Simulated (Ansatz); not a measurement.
B2O3 in space group P-62c (No. 190; O on 6h, B on 2d, B on 2b) under volume change, PBE+D3(BJ) (plane waves, PAW; program Ansatz), shape and atoms relaxed at each volume.

```tsv
V (Å³/atom)	E − E(relaxed) (meV/atom)	P (GPa)
10.112	6.5	2.45
10.445	2.6	1.38
10.778	0.6	0.61
11.112	0.0	0.00
11.445	0.4	-0.40
11.778	1.5	-0.67
12.112	3.0	-0.84
```

What does a third-order Birch–Murnaghan fit give for V₀, B₀ and B′?

V₀ = 11.12 Å³/atom, B₀ = 16.1 GPa, B′ = 10.5.

The start of the workflow was typed in or built on a structure type; neither database checked (COD, Materials Project) lists it. COD files the formula under space group No. 144, 152. Whether it is the stable phase at ambient conditions was not checked. Symmetry was held in the PBE+D3(BJ) relaxation; its stability against distortions is not shown here.

Potentials: the earlier of the program's two PAW sets.
